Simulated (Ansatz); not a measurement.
Question: Each is relaxed and computed with DFT-PBEsol in the program Ansatz with PAW potentials. Which is the only metal?
A) WC, P-6m2 (W on 1a, C on 1f)
B) LaWN3, R3c (La on 6a, W on 6a, N on 18b)
C) WO3, P2_1/c (W on 4e, O on 4e, O on 4e, O on 4e)
D) CsLiWO4, I-4 (Cs on 2a, Li on 2c, W on 2b, O on 8g)

Answer: A, WC, P-6m2 (W on 1a, C on 1f). WC: metal; WO3: gap 1.40 eV (indirect); LaWN3: gap 0.98 eV (indirect); CsLiWO4: gap 4.85 eV (direct). Standing as an ambient phase not checked: WO3, P2_1/c (W on 4e, O on 4e, O on 4e, O on 4e); LaWN3, R3c (La on 6a, W on 6a, N on 18b); CsLiWO4, I-4 (Cs on 2a, Li on 2c, W on 2b, O on 8g). All cells were relaxed under the symmetry of their starts (and spin orders); stability against distortions was not tested throughout. Rows with no word on spin ran without spin polarisation. Spin–orbit coupling is left out wherever it is not named.

Potentials: the later of the program's two PAW sets.
